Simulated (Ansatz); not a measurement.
Relaxed GaSb (zinc blende):

```xyz
4
Lattice="0.0000 6.2135 6.2135 3.1068 0.0000 3.1068 3.1068 3.1068 0.0000" Properties=species:S:1:pos:R:3 pbc="T T T"
Sb     4.6601     4.6601     4.6601
Sb     4.6601     7.7669     7.7669
Ga     0.0000     0.0000     0.0000
Ga     0.0000     3.1068     3.1068
```

Method: PBE (plane waves to 420 eV, PAW, scalar-relativistic; Ansatz, a quantum-chemistry and plane-wave program). k mesh 11×11×11 (Γ-centred), Fermi-Dirac smearing 0.05 eV. With partly filled bands, energies and forces of such displacements shift with the k mesh and the smearing. At this level the bands of GaSb touch or barely overlap; measurements give the solid a gap. GaSb was relaxed with its symmetry unable to fall. Spin-orbit coupling is left out, though Sb is heavy.

One atom of the cell was then moved (with its periodic images), all else fixed, and the forces (eV/Å) came out as:

```csv
atom,Fx,Fy,Fz
Sb1,0.252,-0.252,-3.829
Sb2,-0.233,0.233,0.390
Ga3,-0.326,0.326,0.547
Ga4,0.308,-0.308,2.892
```

**Question.** Which atom was moved, and by which vector (Å)?

**Answer.** Sb1, by (0.00, 0.00, 0.65), 0.65 Å in all.

(For displaced atoms, the force is minus the slope of the energy, and its curvature is a force constant, which sets phonon frequencies.)
